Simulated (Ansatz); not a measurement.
BaZnSbF, one structure, two calculations

Cell: an entry of the Crystallography Open Database (COD) whose atoms were relaxed with PBE, the cell held.

Space group P4/nmm:1 (No. 129); a = 4.4383, c = 9.7789 Å.

```csv
site,Wyckoff,site symmetry,x,y,z
Ba,2c,4mm,0.0000,0.5000,0.3493
Zn,2a,-4m2,0.5000,0.5000,0.0000
Sb,2c,4mm,0.5000,0.0000,0.1676
F,2b,-4m2,0.5000,0.5000,0.5000
```

One atom of each set is listed.

First run. All values are calculated (Ansatz; DFT, PBE, plane waves and PAW, scalar-relativistic, 420 eV cutoff, Γ-centred 8×8×4 k-points, Fermi–Dirac smearing 0.05 eV), not measured.

```
site  V_zz (10²¹ V/m²)     η
  Ba              3.28  0.00
  Zn             -1.28  0.00
  Sb             -3.24  0.00
   F              0.19  0.00
```

Second run. The same atoms and settings, except that spin–orbit coupling is included (fully relativistic PAW files).

Problem. Given the first result, estimate the second.

Solution. 

```csv
site,V_zz,η,change of V_zz
Ba,3.28,0.00,0.00
Zn,-1.28,0.00,0.00
Sb,-3.34,0.00,-0.10
F,0.19,0.00,0.00
```

The largest change of V_zz is on Sb, from -3.24 to -3.34. In per cent, |V_zz| changes by 0 on Ba, +3 on Sb (all sites that start above 2). The first run finds no gap above 0.1 eV, the second does.

With these PAW files V_zz is typically within 2 to 3 % of all-electron values, but misses above 10 % occur on Sb.
For the first run: The run finds no gap above 0.1 eV (a metal, or nearly one), so the gradients can move by 10 % or more with the k-mesh.
For the second run: With a gap of 0.19 eV under a smearing of 0.05 eV the band edges are partly filled, so small gradients can hang on the smearing and the k-mesh.
